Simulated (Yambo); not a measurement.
Consider the following.

```
CELL_PARAMETERS angstrom
      3.03001     0.00000     0.00000
     -1.51500     2.62406     0.00000
      0.00000     0.00000     4.97250
ATOMIC_POSITIONS crystal
  C  0.33333 0.66667 0.87540
  C  0.66667 0.33333 0.37540
  Si 0.33333 0.66667 0.49960
  Si 0.66667 0.33333 0.99960
```

Workflow: PBEsol (pw.x of Quantum ESPRESSO, ONCV potentials, scalar-relativistic), then G0W0 in Yambo (6×6×4 Γ-centred k mesh, 76 bands and a 8 Ry block in the screening, 76 bands in G with the Bruneval-Gonze terminator, plasmon pole fitted at 27.2 eV).

Problem. Give the PBEsol and G0W0 gaps between the band edges found on this mesh, and say where the edges lie.

Solution. Edges: Γ → K. PBEsol: 2.04 eV; G0W0: 2.88 eV. Convergence of the G0W0 settings was not tested. 

Geometry strained from the cell relaxed with PBEsol, atoms relaxed again.
